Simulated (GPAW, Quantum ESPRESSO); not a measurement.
This is a calculation of AlSn for GPAW 26.7.0. The cell comes from a database or a generator and needn't be the stable form of this composition.

File run.py:

```python
from ase.io import read
from gpaw import PW
from gpaw.dft import DFT

atoms = read('AlSn.xyz')

dft = DFT(atoms,
          mode=PW(600),
          xc='PBE',
          kpts={'size': (7, 7, 8), 'gamma': True},
          occupations={'name': 'fermi-dirac', 'width': 0.05},
          nbands=17,
          convergence={'density': 1e-05, 'energy': 1e-05},
          maxiter=150,
          txt='gpaw.txt')
print(f'Energy: {dft.calculate_energy():.6f} eV')
print('Forces (eV/A):')
print(dft.calculate_forces().round(4))
print('Stress (eV/A^3):', dft.calculate_stress().round(6))
dft.write_gpw_file('gs.gpw')
```

Contents of AlSn.xyz:

```xyz
2
Lattice="4.1981056157 0.0000000000 0.0000000000 -2.0990528078 3.6356661109 0.0000000000 0.0000000000 0.0000000000 3.3068470000" Properties=species:S:1:pos:R:3 pbc="T T T"
Sn    -0.0000000002      2.4237774074      1.6534235000
Al     0.0000000000      0.0000000000      0.0000000000
```

Potentials or basis: GPAW PAW data sets (gpaw-data 1.2.1), pw.

Command:

```bash
$ OMP_NUM_THREADS=1 python run.py
```

**Question.** Set up the same calculation for Quantum ESPRESSO 7.5 (ASE script). Potentials or basis there: SSSP 1.3 efficiency PBE, cutoff 816 eV.

**Answer.** As run (cutoffs and basis follow the program's own potentials, and thresholds, step limits or extra output files can differ):

run.py

```python
import numpy as np
from ase.calculators.espresso import Espresso, EspressoProfile
from ase import Atoms

atoms = Atoms(['Sn', 'Al'],
              cell=[[4.1981056157, 0.0, 0.0], [-2.0990528078, 3.6356661109, 0.0], [0.0, 0.0, 3.306847]],
              scaled_positions=[[0.3333333333, 0.6666666667, 0.5], [0.0, 0.0, 0.0]],
              pbc=True)

input_data = {
    'control': {'calculation': 'scf', 'prefix': 'pwscf', 'outdir': './tmp', 'tprnfor': True, 'tstress': True, 'disk_io': 'nowf'},
    'system': {'ecutwfc': 60.0, 'ecutrho': 480.0, 'nbnd': 15, 'occupations': 'smearing', 'smearing': 'fd', 'degauss': 0.00367493},
    'electrons': {'conv_thr': 4e-10, 'electron_maxstep': 120, 'mixing_beta': 0.5},
}
pseudopotentials = {'Al': 'Al.pbe-n-kjpaw_psl.1.0.0.UPF', 'Sn': 'Sn_pbe_v1.uspp.F.UPF'}
profile = EspressoProfile(command='pw.x', pseudo_dir='pseudo')
dft = Espresso(profile=profile, input_data=input_data, pseudopotentials=pseudopotentials, kpts=(7, 7, 8), koffset=(0, 0, 0))
atoms.calc = dft

print(f'energy {atoms.get_potential_energy():.8f} eV')
print('forces (eV/A)')
print(np.round(atoms.get_forces(), 6))
print('stress (eV/A^3, Voigt)')
print(np.round(atoms.get_stress(), 8))
print(f'Fermi level {dft.get_fermi_level():.4f} eV')
```

Potentials or basis: SSSP 1.3 efficiency PBE.

Command:

```console
$ OMP_NUM_THREADS=1 python run.py
```

Both were run:

|  | GPAW | Quantum ESPRESSO |
| --- | --- | --- |
| Pressure | 0.1 GPa | 0.3 GPa |

Pressure is positive in compression.
